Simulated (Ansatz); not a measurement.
**Computed properties of V$_{3}$Ru**

V3Ru in space group Fm-3m (No. 225; V on 8c, V on 4b, Ru on 4a), a = b = c = 5.945 Å, α = β = γ = 90.00°; the cell used has 4 atoms.

Space group Fm-3m (No. 225); conventional cell a = b = c = 5.945 Å, α = β = γ = 90.00°.

Method: DFT-r²SCAN in the program Ansatz with PAW potentials. Structure relaxed to zero pressure with the same functional. Other levels are named where they apply.

**Cell and energy**

```
Quantity                                                         Value
-----------------------------------------------------  ---------------
Volume per atom                                               13.13 Å³
Density                                                     8.02 g/cm³
Formation energy from the elements (no fitted shifts)  -31 kJ/mol-atom
```

**Electronic structure**

```
Item                                                                         Value
------------------------------------  --------------------------------------------
Electronic character                                             metallic (no gap)
Density of states at the Fermi level  0.49 states/eV per atom (mean over ±0.08 eV)
```

The first step of the workflow began from a Materials Project structure, measured or hypothetical; the Crystallography Open Database copy checked does not list it. With V and Ru taken as one species the cell has the higher symmetry Im-3m, so it may be an ordered model of a mixed-site phase. Its standing as an ambient phase is unchecked. The cell was relaxed with r²SCAN under the symmetry of its start; its stability against distortions is not shown here. The run is not spin-polarised. The references are the lowest solids computed at this level, not always the standard phases. Spin–orbit coupling is left out wherever it is not named.

Potentials: the later of the program's two PAW sets.
